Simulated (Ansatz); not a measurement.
A free-standing Janus 2H monolayer of FeBrI at its r2SCAN geometry, run in Ansatz 0.2.0 at 2 levels of theory. These are computed values for a spin-unpolarised cell that may be hypothetical; none is a measurement.

The PBE0 input:
```yaml
crystal:
  lattice:
    - [3.6479053595, 0.0, 0.0]
    - [-1.8239526797, 3.1591787119, 0.0]
    - [0.0, 0.0, 30.5051164816]
  atoms:
    - { symbol: Fe, position: [0.3333333333, 0.6666666667, 0.2906692211] }
    - { symbol: Br, position: [0.6666666667, 0.3333333333, 0.3486891758] }
    - { symbol: I, position: [0.6666666667, 0.3333333333, 0.2457390266] }
  periodic: [true, true, false]
kpoints:
  mp_grid: { grid: [6, 6, 1] }
  band_path:
    path:
      - [0.0, 0.0, 0.0]
      - [0.5, 0.0, 0.0]
      - [0.3333333333, 0.3333333333, 0.0]
      - [0.166667, 0.171875, 0.0]
    npoints: 1
hamiltonian:
  xc: pbe0
scf:
  occupations: { method: fixed }
  n_extra_bands: 4
output:
  forces: true
  stress: true
  eigenvalues: true
```

Main results, then, where recorded, the levels near the gap in eV from the Fermi energy (columns number the bands from 0), one row a point of the path (Γ, M, K, (1/6, 0.172, 0)):
```
Crystal: 3 atoms, lattice volume = 351.553 Å³
Symmetry: 6 space group operations
Space group: P3m1 (ITA 156)
```
```
Basis set: ecut = 420 eV, 6785 PW (Γ)
k-points: 7 of 36 (time reversal used)
SCF 1 stopped early in 9 iterations: F = -14775.593224 eV  dr2 = 8.91e-7
SCF 2 stopped early in 12 iterations: F = -14779.811404 eV  dr2 = 2.32e-4
hybrid outer 1: dexx = +1.176e0 eV, tail = 3.40e-3 eV
SCF 3 converged in 10 iterations: F = -14779.820986 eV  dr2 = 4.23e-11
hybrid outer 2: dexx = +6.006e-4 eV, tail = 4.40e-6 eV, Δε = 3.22e-2 eV, ΔF = 1.07e-1 eV/Å
SCF 4 converged in 6 iterations: F = -14779.821001 eV  dr2 = 2.27e-10
hybrid outer 3: dexx = +3.210e-7 eV, tail = 6.27e-9 eV, Δε = 1.60e-3 eV, ΔF = 4.58e-3 eV/Å
Free energy (F): -14779.821001 eV
Fermi energy:    -6.415728 eV
--- Forces (eV/Å), atoms counted from 1 ---
  atom   1  Fe      0.00000      0.00000      0.95379
  atom   2  Br      0.00000      0.00000    -0.08528
  atom   3  I       0.00000      0.00000    -0.86835
--- 2D stress c σ (N/m, compression-positive) ---
        1.187513       0.000000       0.000000
        0.000000       1.187513       0.000000
        0.000000       0.000000       0.000000
  P = ½ c Tr σ = 1.1875 N/m
```
```tsv
band_17	band_18	band_19	band_20	band_21	band_22
-1.635	0.000	0.000	3.564	3.564	5.016
-1.889	-1.006	-0.841	3.292	3.581	5.236
-1.879	-1.479	-0.580	2.860	3.703	6.199
-1.622	-0.812	-0.779	2.996	3.369	6.308
```

With PBE0 the valence top lies at Γ and the conduction bottom at K, 2.86 eV higher; the smallest vertical gap, at Γ–M (0.33 of the way from Γ), is 3.23 eV.

r2SCAN0. Against the first input these blocks differ (the band path and keys that only write files left aside):
```yaml
hamiltonian:
  xc: r2scan0
```

```
Basis set: ecut = 500 eV, 9015 PW (Γ)
k-points: 7 of 36 (time reversal used)
SCF 1 stopped early in 10 iterations: F = -14805.622549 eV  dr2 = 6.82e-6
SCF 2 stopped early in 9 iterations: F = -14803.080075 eV  dr2 = 1.56e-4
hybrid outer 1: dexx = +4.013e-1 eV, tail = 1.31e-3 eV
SCF 3 converged in 9 iterations: F = -14803.082949 eV  dr2 = 2.19e-10
hybrid outer 2: dexx = +1.611e-4 eV, tail = 9.13e-7 eV, Δε = 3.14e-2 eV, ΔF = 1.05e-1 eV/Å
SCF 4 converged in 6 iterations: F = -14803.082951 eV  dr2 = 1.21e-10
hybrid outer 3: dexx = +5.398e-8 eV, tail = 1.12e-9 eV, Δε = 5.97e-4 eV, ΔF = 5.32e-3 eV/Å
Free energy (F): -14803.082951 eV
Fermi energy:    -6.746067 eV
--- Forces (eV/Å), atoms counted from 1 ---
  atom   1  Fe      0.00000      0.00000      1.19358
  atom   2  Br      0.00000      0.00000      0.01630
  atom   3  I       0.00000      0.00000    -1.20979
--- 2D stress c σ (N/m, compression-positive) ---
        1.886113       0.000000       0.000000
        0.000000       1.886113       0.000000
        0.000000       0.000000       0.000000
  P = ½ c Tr σ = 1.8861 N/m
```
```tsv
band_17	band_18	band_19	band_20	band_21	band_22
-1.684	0.000	0.000	3.974	3.974	5.515
-2.033	-1.036	-0.920	3.704	4.014	5.559
-1.963	-1.722	-0.697	3.264	4.174	6.541
-1.644	-0.956	-0.860	3.452	3.774	6.810
```

r2SCAN0 gives an indirect gap of 3.26 eV, from Γ to K; the least direct gap is 3.70 eV at Γ–M (0.33 of the way from Γ). With the atoms held, the mean in-plane stress is +1.9 N/m (compression positive). The stress of a hybrid is loosely converged here.

Totals of different functionals can't be compared.

Spin-orbit coupling is left out, which matters wherever the heavy atoms make up the band edges.

The meshes of the hybrids are coarse, so their gaps aren't converged to the digits shown.

For some runs the program warns that the potential is rough where the density is thin, which bears on empty states near the vacuum.
